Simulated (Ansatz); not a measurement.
The elements of this relaxed trial crystal are hidden behind letters.

```
lattice vectors (Å)
  -1.5746    1.5746   11.1120
   1.5746   -1.5746   11.1120
   1.5746    1.5746  -11.1120
fractional positions
X 0.8946 0.8946 0.0000
X 0.5000 0.5000 0.0000
X 0.1054 0.1054 0.0000
Z 0.7050 0.7050 0.0000
Z 0.2950 0.2950 0.0000
Q 0.7974 0.7974 0.0000
Q 0.3966 0.3966 0.0000
Q 0.0000 0.0000 0.0000
Q 0.6034 0.6034 0.0000
Q 0.2026 0.2026 0.0000
```

Computed with DFT PBE, scalar-relativistic, plane waves, PAW (Ansatz 0.2.0). Cutoff 420 eV, Γ-centred 16×16×16 mesh (10-atom cell), Gaussian smearing of 0.10 eV, no spin polarisation.

| Item | Value |
| --- | --- |
| Space group | I4/mmm (No. 139) |
| Conventional cell | a = 3.149 Å, c = 22.224 Å |
| Volume per atom | 11.02 Å³ |
| Density | 10.57 g/cm³ |
| Formation energy | −1.65 eV/atom |
| Gap on the 16×16×16 mesh of the 10-atom cell | 0 eV (a metal) |

Energies are uncorrected and count from the elements' standard states at the same level.

Task: X is a d-block element of period 6, Z is a d-block element of period 4 and Q is a p-block element of period 2. Which elements are they?

Result: X = Hf, Z = Ti, Q = N, so the formula is Hf3Ti2N5. Density times volume gives a mean mass of 10.57 × 11.02/1.6605 = 70.1 u per atom, and this set has 70.1 u. Around Hf on a site of symmetry 4mm lie 6 N at 2.16–2.34 Å, 4 Ti at 3.14 Å and 8 Hf at 3.15–3.23 Å; Ti is surrounded by 1 N at 2.05 Å, 5 N at 2.23–2.26 Å, 8 Ti at 2.99–3.15 Å and 4 Hf at 3.14 Å; N on a site of symmetry 4mm has 1 Ti at 2.05 Å, 1 Hf at 2.16 Å and 4 Ti at 2.23 Å; 3 more sites not described. Other sets within the hints have nearly the same mass, so mass alone doesn't settle it; this one was computed.

These runs have no spin–orbit coupling, which can matter for Hf. A structure relaxed within its symmetry needn't be a true minimum.
